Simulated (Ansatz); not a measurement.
# HfH₂ (I4/mmm), a vibration from a frozen displacement

The calculation used Ansatz, DFT PBEsol, scalar-relativistic, plane waves, PAW. The runs took a 420 eV cutoff, a Γ-centred 20×20×20 mesh and Gaussian smearing (0.15 eV). Spin–orbit coupling is left out, which matters for the heavy elements here. No spin polarisation. Energies are free energies at this smearing, counted from the undisturbed cell; pressure is positive in compression.

The undisturbed cell (as given, not relaxed at this level; it stands at -5.1 GPa, and it needn't be the usual structure):

```
CELL_PARAMETERS angstrom
-1.73900 1.73900 2.18050
1.73900 -1.73900 2.18050
1.73900 1.73900 -2.18050
ATOMIC_POSITIONS crystal
Hf 0.00000 0.00000 0.00000
H 0.75000 0.25000 0.50000
H 0.25000 0.75000 0.50000
```

Every H atom is moved by x along the Cartesian unit vector (0.000, 0.000, 1.000); the cell and all other atoms stay fixed. The cell's volume is 26.38 Å³; the moved atoms weigh 2.016 u together and the others 178.490 u. Some rows repeat others by symmetry and weren't run.

| x (Å) | ΔE (meV/cell) | total force on the moved atoms along the move (eV/Å) | pressure (GPa) |
| --- | --- | --- | --- |
| -0.1000 | 45.22 | 0.9012 | -4.5926 |
| -0.0875 | 34.65 | 0.7898 | -4.7035 |
| -0.0750 | 25.47 | 0.6780 | -4.7999 |
| -0.0625 | 17.70 | 0.5656 | -4.8816 |
| -0.0500 | 11.33 | 0.4530 | -4.9486 |
| -0.0375 | 6.38 | 0.3400 | -5.0007 |
| -0.0250 | 2.83 | 0.2268 | -5.0380 |
| -0.0125 | 0.71 | 0.1134 | -5.0603 |
| 0.0000 | 0.00 | 0.0000 | -5.0677 |
| 0.0125 | 0.71 | -0.1134 | -5.0603 |
| 0.0250 | 2.83 | -0.2268 | -5.0380 |
| 0.0375 | 6.38 | -0.3400 | -5.0007 |
| 0.0500 | 11.33 | -0.4530 | -4.9486 |
| 0.0625 | 17.70 | -0.5656 | -4.8816 |
| 0.0750 | 25.47 | -0.6780 | -4.7999 |
| 0.0875 | 34.65 | -0.7898 | -4.7035 |
| 0.1000 | 45.22 | -0.9012 | -4.5926 |

Task: What frequency belongs to this motion?

Result: The force constant is k = −dF/dx = 9.072 eV/Å², from the parabola through x = -0.0125, 0 and 0.0125. In every cell the moved atoms swing against the rest, so the mass is μ = m₁m₂/(m₁ + m₂) = 1.993 u, and ν̃ = 521.5 cm⁻¹ × √(|k|/μ) = 1112 cm⁻¹, at this cell's pressure of -5.1 GPa. To first order in x, and within 1 %, the force on every atom lies along the move and, within each of the two groups, in proportion to the atom's mass, so this is itself a mode at the zone centre of this cell.

Task: How far does the harmonic law reach?

Result: At x = -0.100 Å, kx²/2 = 45.36 meV against the computed 45.22 meV (-0.3 %): the well is still close to harmonic there.

Task: The pressure changes with x². What does that say about the frequency under compression?

Result: With E = k(V)x²/2, k ∝ V^(−2γ) and x scaling with the cell as V^(1/3), P − P0 = −∂E/∂V = (2γ − 2/3) ΔE/V. At x = 0.0250 Å, V(P − P0) = 26.38 × 0.02978 / 160.2 eV = 4.90 meV and ΔE = 2.83 meV, so γ = 1/3 + V(P − P0)/(2ΔE) = 1.20. This is the Grüneisen parameter of the motion under uniform scaling of the cell: shrinking the cell evenly by 1 % in volume raises the frequency by about 1.20 %.

In a metal these slopes depend on the k mesh and the smearing.